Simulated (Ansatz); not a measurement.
Input:

IrPt:
```yaml
crystal:
  lattice:
    - [3.13409, 0.00000, 0.00000]
    - [0.00000, 3.13409, 0.00000]
    - [0.00000, 0.00000, 3.13409]
  atoms:
    - { symbol: Ir, position: [0.00000, 0.00000, 0.00000] }
    - { symbol: Pt, position: [0.50000, 0.50000, 0.50000] }
```

This is the PBE-relaxed structure.

Task: All from DFT-PBE in the program Ansatz with PAW potentials, unless another level is named. Give the density of states at the Fermi level.

Result: 1.9 states/eV per atom (mean over ±0.08 eV).

Task: Next, the formation energy from the elements (no fitted shifts)?

Result: 0.40 eV/atom.

Space group Pm-3m (CsCl type). The start of the workflow was typed in or built on a structure type; neither database checked (COD, Materials Project) lists it. Whether it is the stable phase at ambient conditions was not checked. The cell was relaxed with PBE under the symmetry of its start; whether a distortion lowers the energy is not shown. No spin polarisation was allowed. Its formation energy is positive at this level, so the cell may be metastable or incomplete. The references are the lowest solids computed at this level, not always the standard phases. Scalar-relativistic: spin–orbit coupling is off unless named, which matters more the heavier the elements.

Potentials: the earlier of the program's two PAW sets.
